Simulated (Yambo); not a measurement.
G0W0@PBEsol for Na2CO3 (space group C2/m, No. 12) in Yambo. Reference settings: 2×2×2 Γ-centred k mesh, bands 5 to 208 and a 7 Ry block in the screening, 208 bands in G with the Bruneval-Gonze terminator, plasmon pole fitted at 27.2 eV. The PBEsol gap (0, 0, -0.5) → Γ on this mesh is 4.13 eV; G0W0 gaps are taken between the same points.

Gap ((0, 0, -0.5) → Γ) in eV against the number of bands and the screening block, terminator on:

```tsv
bands (W and G)	2 Ry	3 Ry	4 Ry	6 Ry	7 Ry
65	8.249	7.910	7.815	7.742	7.741
90	7.794	7.463	7.389	7.344	7.353
124	7.594	7.255	7.197	7.175	7.192
166	7.498	7.149	7.098	7.097	7.122
208	7.454	7.101	7.052	7.063	7.093
```

Rough cost of the Yambo step against the reference (shared machines):

```
bands (W and G)  2 Ry  3 Ry  4 Ry  6 Ry  7 Ry
---------------  ----  ----  ----  ----  ----
65                1/6   1/5   1/5   1/6   1/4
90                1/3   1/4   1/4   1/3   1/3
124               1/3   1/3   1/3    ~1   1/3
166               1/2    ~1    ~1    ~1    ~1
208                ~1    ~1    ~1    ~1     1
```

At the largest block the last step in bands moves the gap by -0.029 eV; at the most bands the last step in the block moves it by 0.030 eV.

Geometry of the Materials Project entry, not relaxed at this level; primitive cell a = b = 5.1207 Å, c = 5.9217 Å, α = β = 101.29°, γ = 61.87°.
